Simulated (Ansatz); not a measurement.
Relaxed KBr (rock salt):

```yaml
crystal:
  lattice:
    - [0.00000, 3.35261, 3.35261]
    - [3.35261, 0.00000, 3.35261]
    - [3.35261, 3.35261, 0.00000]
  atoms:
    - { symbol: Br, position: [0.00000, 0.00000, 0.00000] }
    - { symbol: K, position: [0.50000, 0.50000, 0.50000] }
```

In each cell atom 1 (Br, nearest neighbour K at 3.353 Å; its periodic images, 4.7 Å or more away, move with it) moves by s·(0.577, 0.577, 0.577) (along Cartesian [111]), the rest being held.

Computed with PBE (plane waves to 420 eV, PAW, scalar-relativistic; Ansatz, a program for electronic structure). k mesh 7×7×7 (Γ-centred), Fermi-Dirac smearing 0.05 eV. Compression counts positive. F∥ is the force on the atom along that direction. KBr was relaxed with its symmetry unable to fall. 

```json
[
 {"s (Å)": "-0.670", "F∥ (eV/Å)": "0.633", "P (GPa)": "(withheld)"},
 {"s (Å)": "-0.536", "F∥ (eV/Å)": "0.516", "P (GPa)": "(withheld)"},
 {"s (Å)": "-0.402", "F∥ (eV/Å)": "0.390", "P (GPa)": "0.73"},
 {"s (Å)": "-0.268", "F∥ (eV/Å)": "0.261", "P (GPa)": "(withheld)"},
 {"s (Å)": "-0.134", "F∥ (eV/Å)": "0.130", "P (GPa)": "0.08"},
 {"s (Å)": "0.000", "F∥ (eV/Å)": "0.000", "P (GPa)": "0.00"},
 {"s (Å)": "0.134", "F∥ (eV/Å)": "-0.130", "P (GPa)": "0.08"},
 {"s (Å)": "0.268", "F∥ (eV/Å)": "-0.261", "P (GPa)": "(withheld)"},
 {"s (Å)": "0.402", "F∥ (eV/Å)": "-0.390", "P (GPa)": "0.73"},
 {"s (Å)": "0.536", "F∥ (eV/Å)": "-0.516", "P (GPa)": "(withheld)"},
 {"s (Å)": "0.670", "F∥ (eV/Å)": "-0.633", "P (GPa)": "(withheld)"}
]
```

**Question.** Fill in the missing entries.

**Answer.** 
- -0.670, P (GPa): 1.93
- -0.536, P (GPa): 1.27
- -0.268, P (GPa): 0.33
- 0.268, P (GPa): 0.33
- 0.536, P (GPa): 1.27
- 0.670, P (GPa): 1.93

(A displaced cell: forces are minus the slopes of the energy, force constants its curvatures, and phonons follow from these.)
